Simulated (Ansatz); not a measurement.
Ca3PbO (anti-perovskite)

```yaml
crystal:
  lattice:
    - [4.72814, 0.00000, 0.00000]
    - [0.00000, 4.72814, 0.00000]
    - [0.00000, 0.00000, 4.72814]
  atoms:
    - { symbol: Ca, position: [0.50000, 0.00000, 0.50000] }
    - { symbol: Ca, position: [0.00000, 0.50000, 0.50000] }
    - { symbol: Ca, position: [0.50000, 0.50000, 0.00000] }
    - { symbol: Pb, position: [0.00000, 0.00000, 0.00000] }
    - { symbol: O, position: [0.50000, 0.50000, 0.50000] }
```

The slice is a {110} plane (indices of the conventional cell) through the point (0.500, 0.000, 0.500) (fractional), spanned by u = [100] and v = [011] in vectors of this cell: u (4.73 Å) and v (6.69 Å, at 90° to u). It covers one period; positions are fractions (u, v).

Calculation: LDA (plane waves to 420 eV, PAW, scalar-relativistic; Ansatz, a quantum-chemistry and plane-wave program). k mesh 10×10×10. Inside the PAW spheres the values are not all-electron values, and peaks at nuclei hang on which shells count as valence. At this level the bands of Ca3PbO touch or barely overlap. Ca3PbO was relaxed with its symmetry unable to fall. Spin-orbit coupling is left out, though Pb is heavy.

Predict the map of the valence electron density on the slice.


```
|9999775522000000000000000022557799|
|8877663311000000000000000011336677|
|5555331100000000000000000000113355|
|2222110000000011111111000000001122|
|0000000000001111111111110000000000|
|0000000000001111111111110000000000|
|0000000000001111111111110000000000|
|2222110000000011111111000000001122|
|5555331100000000000000000000113355|
|8877663311000000000000000011336677|
|9999775522000000000000000022557799|
|9999885522000000000000000022558899|
|9999775522000000000000000022557799|
|8877663311000000000000000011336677|
|5555331100000000000000000000113355|
|2222110000000011111111000000001122|
|0000000000001111111111110000000000|
|0000000000001111111111110000000000|
|0000000000001111111111110000000000|
|2222110000000011111111000000001122|
|5555331100000000000000000000113355|
|8877663311000000000000000011336677|
|9999775522000000000000000022557799|
|9999885522000000000000000022558899|
```
Scale: ten equal steps from -1.20 (start of '0') to 0.84 (end of '9'), in the order '0123456789'. Values: log₁₀ of the valence density in e/Å³. The map has 17 points along u (two characters each, u = 0 at the left) and 24 along v (v = 0 in the bottom row). The scale is logarithmic, as a density can span decades between atoms and voids.
